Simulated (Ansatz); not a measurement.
# Kick test of a cell of Si4Ru

The cell was found from a structure generator's guess, not taken from experiment.

Computed with DFT PBE, scalar-relativistic, plane waves, PAW in Ansatz. Settings: cutoff 420 eV, Γ-centred mesh 6×6×12 on the computed 5-atom cell, Gaussian smearing of 0.10 eV; no spin polarisation.

The cell below (5 atoms, space group P4/mmm (No. 123)) is relaxed within its symmetry.

```yaml
crystal:
  lattice:
    - [5.29125, 0.00000, 0.00000]
    - [0.00000, 5.29125, 0.00000]
    - [0.00000, 0.00000, 2.79067]
  atoms:
    - { symbol: Si, position: [0.27363, 0.72637, 0.50000] }
    - { symbol: Si, position: [0.72637, 0.27363, 0.50000] }
    - { symbol: Si, position: [0.27363, 0.27363, 0.50000] }
    - { symbol: Si, position: [0.72637, 0.72637, 0.50000] }
    - { symbol: Ru, position: [0.00000, 0.00000, 0.00000] }
```

For the test a repeat of it with 10 atoms (edges 5.29, 5.29, 5.58 Å) was strained at random (σ = 1.5 % a component), the atoms were moved at random (σ = 0.05 Å), and all was relaxed again on a coarse 4×4×4 mesh (in the run’s order of axes) with 0.20 eV smearing, with no symmetry imposed.

Q: Does it come back?

A: It returns, within 1 meV/atom of the unmoved cell on that mesh and with the same symmetry when read at 0.1 Å. No instability shows in this cell; modes of other wave vectors, which need another repeat, aren't tested.
